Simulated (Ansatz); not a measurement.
YTi$_{2}$Ga$_{4}$:
```cif
data_Ga4Ti2Y
_chemical_formula_sum 'Y1 Ga4 Ti2'
_space_group_name_H-M_alt 'P 1'
_space_group_IT_number 1
_cell_length_a 5.47523
_cell_length_b 5.47523
_cell_length_c 5.47523
_cell_angle_alpha 104.340
_cell_angle_beta 104.340
_cell_angle_gamma 120.308
loop_
_space_group_symop_operation_xyz
  'x, y, z'
loop_
_atom_site_label
_atom_site_type_symbol
_atom_site_fract_x
_atom_site_fract_y
_atom_site_fract_z
_atom_site_occupancy
Y1 Y 0.00000 0.00000 0.00000 1
Ga1 Ga 0.30370 0.30370 0.60740 1
Ga2 Ga 0.30370 0.69630 0.00000 1
Ga3 Ga 0.69630 0.69630 0.39260 1
Ga4 Ga 0.69630 0.30370 0.00000 1
Ti1 Ti 0.75000 0.25000 0.50000 1
Ti2 Ti 0.25000 0.75000 0.50000 1
```

This is the r²SCAN-relaxed structure.

**Question.** All from r²SCAN (plane waves, PAW; program Ansatz), unless another level is named. Predict the density of states at the Fermi level.

**Answer.** 0.68 states/eV per atom (mean over ±0.08 eV).

**Question.** Give the formation energy from the elements (no fitted shifts).

**Answer.** -0.60 eV/atom.

**Question.** What about the gap with spin–orbit coupling?

**Answer.** none (metallic).

Space group I4/mmm. The workflow started from an entry of the Crystallography Open Database (COD). Whether it is the stable phase at ambient conditions was not checked. Symmetry was held in the r²SCAN relaxation; whether a distortion lowers the energy is not shown. The run is not spin-polarised. The references are the lowest solids computed at this level, not always the standard phases. Spin–orbit coupling is left out wherever it is not named.

Potentials: the later of the program's two PAW sets.
